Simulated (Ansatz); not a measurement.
Given:

Co₃RhC:
```yaml
crystal:
  lattice:
    - [3.72472, 0.00000, 0.00000]
    - [0.00000, 3.72472, 0.00000]
    - [0.00000, 0.00000, 3.72472]
  atoms:
    - { symbol: Co, position: [0.50000, 0.50000, 0.00000] }
    - { symbol: Co, position: [0.00000, 0.50000, 0.50000] }
    - { symbol: Co, position: [0.50000, 0.00000, 0.50000] }
    - { symbol: Rh, position: [0.00000, 0.00000, 0.00000] }
    - { symbol: C, position: [0.50000, 0.50000, 0.50000] }
```
The run is spin-polarised; directions of the spins, atom by atom: ↑ ↑ ↑ ↑ 0.

This is the PBEsol-relaxed structure.

All from PBEsol in the plane-wave PAW code Ansatz, unless another level is named. Estimate the electronic character.

metallic (no gap).

Predict the formation energy from the elements (no fitted shifts).

0.22 eV/atom.

Next, the density of states at the Fermi level?

1.6 states/eV per atom (mean over ±0.08 eV).

Space group Pm-3m (anti-perovskite). The start of the workflow was typed in or built on a structure type; neither database checked (COD, Materials Project) lists it. Its standing as an ambient phase is unchecked. The cell was relaxed with PBEsol under the symmetry of its start; its stability against distortions is not shown here. The final state is ferromagnetic, chosen from 5 collinear starts compared on coarse meshes (ties went to the first, and starts can fall back to one state), not a proven ground state. Its formation energy is positive at this level, so the cell may be metastable or incomplete. The references are the lowest solids computed at this level, not always the standard phases. Scalar-relativistic: spin–orbit coupling is off unless named, which matters more the heavier the elements.

Potentials: the earlier of the program's two PAW sets. The files were generated under PBE; for other functionals the program regenerates the frozen cores, and for LDA and PBEsol the local potential too.
